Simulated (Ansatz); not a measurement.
MgH$_{2}$ (rutile, space group No. 136) at seven volumes, plane-wave PAW PBEsol (Ansatz code), shape and atoms relaxed at each. One row is withheld.

```tsv
V (Å³/atom)	P (GPa)
9.141	5.55
9.443	3.44
9.744	1.60
10.045	0.00
10.347	-1.41
10.648	-2.63
10.949	?
```

Task: Fit the shown pressures and predict the withheld one.

Result: P = (3/2)B₀(x^(7/2) − x^(5/2))[1 + (3/4)(B′ − 4)(x − 1)] with x = (V₀/V)^(2/3). Least squares on the six rows gives V₀ = 10.045 Å³/atom, B₀ = 50.0 GPa, B′ = 3.50. At V = 10.949, x = 0.9442 and P = -3.70 GPa. The run itself gave -3.70 GPa.

Space group P4_2/mnm (rutile). Symmetry was held in the PBEsol relaxation; phonons on a q-mesh show no instability.

Potentials: the later of the program's two PAW sets.
